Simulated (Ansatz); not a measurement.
Input:

HgS:
```cif
data_Hg2S2
_chemical_formula_sum 'Hg2 S2'
_space_group_name_H-M_alt 'P 1'
_space_group_IT_number 1
_cell_length_a 4.15768
_cell_length_b 4.15768
_cell_length_c 6.77763
_cell_angle_alpha 90.000
_cell_angle_beta 90.000
_cell_angle_gamma 120.000
loop_
_space_group_symop_operation_xyz
  'x, y, z'
loop_
_atom_site_label
_atom_site_type_symbol
_atom_site_fract_x
_atom_site_fract_y
_atom_site_fract_z
_atom_site_occupancy
Hg1 Hg 0.66667 0.33333 0.00100 1
Hg2 Hg 0.33333 0.66667 0.50100 1
S1 S 0.66667 0.33333 0.62420 1
S2 S 0.33333 0.66667 0.12420 1
```

This is the PBEsol-relaxed structure.

Question: All from PBEsol in the plane-wave PAW code Ansatz, unless another level is named. Estimate the bulk modulus (Birch–Murnaghan fit).

Answer: 59.8 GPa.

Question: What about the highest zone-centre frequency?

Answer: 284 cm⁻¹.

Space group P6_3mc (wurtzite). The cell is a constructed one: a structure type filled with these elements; the Crystallography Open Database copy checked does not list it. COD files the formula under space group No. 152, 154, 166, 216, so this cell is another polymorph or a model. Whether it is the stable phase at ambient conditions was not checked. The cell was relaxed with PBEsol under the symmetry of its start; of distortions, only those at the zone centre were tested. As this level gives no gap, phonon frequencies hold no LO–TO term and depend on the k-mesh and smearing (Fermi–Dirac, 0.1 eV here). Spin–orbit coupling is left out wherever it is not named.

Potentials: the later of the program's two PAW sets.
